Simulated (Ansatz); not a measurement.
The calculation used DFT PBE, scalar-relativistic, plane waves, PAW in Ansatz. All cells share a 420 eV cutoff and Γ-centred k meshes spaced at most about 0.3 Å⁻¹ (about 0.25 or finer for metals, 2π included). No spin polarisation in the final relaxations.

Temperature and zero-point effects are left out. All come from trial cells, and lower structures may exist.

Problem. These unrelaxed guesses for Lu₃Hf₂F are each relaxed within their symmetry. Order them by the energy at which they end, lowest first.
1.

```
CELL_PARAMETERS angstrom
2.86715 1.65535 4.14369
-2.86715 1.65535 4.14369
0.00000 -3.31070 4.14369
ATOMIC_POSITIONS crystal
Lu 0.00000 0.50000 0.00000
Lu 0.50000 0.00000 0.00000
Lu 0.00000 0.00000 0.50000
Hf 0.63008 0.63008 0.63008
Hf 0.36992 0.36992 0.36992
F 0.00000 0.00000 0.00000
```

2.

```
CELL_PARAMETERS angstrom
3.43649 0.00000 0.00000
0.00000 3.43649 0.00000
0.00000 0.00000 12.78785
ATOMIC_POSITIONS crystal
Lu 0.00000 0.00000 0.66477
Lu 0.00000 0.00000 0.33523
Lu 0.50000 0.50000 0.50000
Hf 0.50000 0.50000 0.86814
Hf 0.50000 0.50000 0.13186
F 0.00000 0.00000 0.00000
```

Solution. 1 (ends in R-3m, 0 meV/atom), 2 (ends in P4/mmm, 59 meV/atom).

These runs have no spin–orbit coupling, which can matter for Hf. Cells relaxed within their symmetry can be saddle points. Some candidate types were left out of the draw beforehand, so a known form may be missing.
